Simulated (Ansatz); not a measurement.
Here is the system:

LaN:
Space group P6₃mc (No. 186); a = 4.1010 Å, b = 4.1010 Å, c = 5.7197 Å, α = 90.00°, β = 90.00°, γ = 120.00°

```csv
atom,site,symmetry,x,y,z
La,2b,3m.,0.6667,0.3333,0.4927
N,2b,3m.,0.3333,0.6667,0.4173
```

This is the LDA-relaxed structure.

Problem. All from LDA in the plane-wave PAW code Ansatz, unless another level is named. Give the zero-point energy.

Solution. 45.6 meV/atom.

Problem. Give the Poisson's ratio.

Solution. 0.41.

Space group P6_3mc. The workflow started from a Materials Project entry (that database holds measured and hypothetical structures alike); the Crystallography Open Database copy checked does not list it. COD files the formula under space group No. 225, so this cell is another polymorph or a model. Its standing as an ambient phase is unchecked. The cell was relaxed with LDA under the symmetry of its start; phonons on a q-mesh show no instability. Scalar-relativistic: spin–orbit coupling is off unless named, which matters more the heavier the elements.

Potentials: the later of the program's two PAW sets.
